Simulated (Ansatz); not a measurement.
Al2Cu (Al2Cu type, space group I4/mcm)

```
CELL_PARAMETERS angstrom
     -3.02975     3.02975     2.43725
      3.02975    -3.02975     2.43725
      3.02975     3.02975    -2.43725
ATOMIC_POSITIONS crystal
  Al 0.15828 0.65828 0.81655
  Al 0.34172 0.15828 0.50000
  Al 0.65828 0.84172 0.50000
  Al 0.84172 0.34172 0.18345
  Cu 0.75000 0.75000 0.00000
  Cu 0.25000 0.25000 0.00000
```

E(V) scan at fixed shape, V₀ the volume above. The atoms relax within the cell's symmetry.

These are PBE (plane waves to 420 eV, PAW, scalar-relativistic; Ansatz, a program for electronic structure) values and carry that method's errors. k mesh 13×13×13 (Γ-centred), Fermi-Dirac smearing 0.05 eV. The energy includes the smearing's −TS. Compression counts positive. With the shape held, the modulus is that of even scaling; a crystal free to change shape is softer. Al2Cu is run without spin polarisation. Al2Cu was relaxed with its symmetry unable to fall. The zero of ΔE is the relaxed starting cell. The last digit holds for this mesh only.

```tsv
V (Å³/atom)	ΔE (meV/atom)
14.020	18.6
14.169	12.7
14.318	7.9
14.467	4.4
14.617	1.9
14.766	0.5
14.915	0.0
15.064	0.5
15.213	1.8
15.362	4.0
15.512	6.9
15.661	withheld
15.810	15.1
```

Problem. Fit a third-order Birch-Murnaghan form (E₀, V₀, B₀, B₀′ free) to the given rows and predict ΔE at V = 15.661.

Solution. Least squares on the 12 given rows: ΔE = E₀ + (9V₀B₀/16)·y²·[2 + (B₀′ − 4)y], y = (V₀/V)^(2/3) − 1, with V₀ = 14.914 Å³/atom, B₀ = 99.55 GPa (160.2 GPa = 1 eV/Å³; the term in eV is multiplied by 1000), B₀′ = 4.40, E₀ = 0.01 meV/atom; root-mean-square residual 0.03 meV/atom. At 15.661 the fit gives 10.7 meV/atom; the calculation gives 10.6 meV/atom, so the interpolation is off by 0.1 (+0.9 %). For the pressure the fit gives -4.4 GPa against the computed -4.4 GPa.

(A scan under strain: stresses follow from slopes of the energy per volume, elastic moduli from its curvatures.)
